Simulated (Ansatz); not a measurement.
**C: changing the pressure**

The cell as given:

```cif
data_structure
_symmetry_space_group_name_H-M 'Fd-3m:1'
_symmetry_Int_Tables_number 227
_cell_length_a 3.5667
_cell_length_b 3.5667
_cell_length_c 3.5667
_cell_angle_alpha 90.000
_cell_angle_beta 90.000
_cell_angle_gamma 90.000
_cell_volume 45.37
loop_
_atom_site_label
_atom_site_type_symbol
_atom_site_symmetry_multiplicity
_atom_site_Wyckoff_symbol
_atom_site_fract_x
_atom_site_fract_y
_atom_site_fract_z
_atom_site_occupancy
C1 C 8 a 0.25000 0.25000 0.25000 1
```

Kept alike: task relaxation of cell and atoms; functional PBEsol; k mesh 13 × 13 × 13; occupations fermi-dirac, width 0.05 eV; no spin polarisation. Program: Ansatz, Ansatz PAW, cutoff 420 eV. The mesh is that of the run's cell of 2 atoms. No spin-orbit coupling.

| pressure, P (GPa) | volume (Å³/atom) |
| --- | --- |
| 0 | 5.610 |
| 2 | 5.586 |
| 5 | 5.550 |
| 10 | 5.492 |
| 20 | 5.384 |
| 30 | 5.285 |

The relaxations keep at least the cell's symmetry (Fd-3m). The runs follow the start's structure, whether or not it is the stable one at these pressures. Ansatz's relaxations hold a Pulay term in the stress (up to 1.0 GPa here). P is the pressure aimed at, which the runs meet within some hundredths to tenths of a GPa. All rows use potentials made for PBE.

The volume falls from 5.610 to 5.285 Å³/atom between 0 and 30 GPa. The volume falls ever more slowly, since the solid stiffens under load. At the pressures aimed at, which the runs meet within some tenths of a GPa, the step from 0 to 5 GPa gives a mean bulk modulus near 465 GPa, the last step 539 GPa.
